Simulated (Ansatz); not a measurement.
Input:

BeS:
```yaml
crystal:
  lattice:
    - [0.00000, 2.31713, 2.31713]
    - [2.31713, 0.00000, 2.31713]
    - [2.31713, 2.31713, 0.00000]
  atoms:
    - { symbol: S, position: [0.00000, 0.00000, 0.00000] }
    - { symbol: Be, position: [0.50000, 0.50000, 0.50000] }
```

This is the r²SCAN-relaxed structure.

Task: All from plane-wave PAW r²SCAN (Ansatz code), unless another level is named. Give the Debye temperature from the elastic constants.

Result: 786 K.

Task: Give the elastic constants (relaxed ions, GPa).

Result: C11 = 174, C12 = 79.4, C44 = 124.

Space group Fm-3m (rock salt). A made-up cell: these elements were put on the sites of a structure type; neither database checked (COD, Materials Project) lists it. COD files the formula under space group No. 216, so this cell is another polymorph or a model. Its standing as an ambient phase is unchecked. Symmetry was held in the r²SCAN relaxation. At this level the phase is dynamically unstable (imaginary phonons).

Potentials: the later of the program's two PAW sets.
